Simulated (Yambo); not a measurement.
Material: Cs2LiYCl6 (space group Fm-3m, No. 225); a = b = c = 7.5149 Å, α = β = γ = 60.00° (10 atoms in the cell). The geometry is that of Materials Project entry mp-567652, symmetrised and not relaxed again.

With PBEsol (pw.x of Quantum ESPRESSO, ONCV potentials, no spin-orbit coupling), the gap between the mesh's edge points (Γ → Γ) is 4.828 eV.

Estimate the G0W0 gap between the same points from Yambo (2×2×2 Γ-centred k mesh, bands 3 to 418 and a 7 Ry block in the screening, 418 bands in G with the Bruneval-Gonze terminator, plasmon pole fitted at 27.2 eV).

The correction is 3.151 eV, giving 7.979 eV, 1.7 times the PBEsol value.  Nearest settings tried, and what they do to the gap: 149 bands in G: +43 meV; 187 bands in W: +51 meV; 6 Ry block (537 vectors against 645): -30 meV. Not varied: mesh. So the settings aren't converged at that level. The k mesh is coarse.
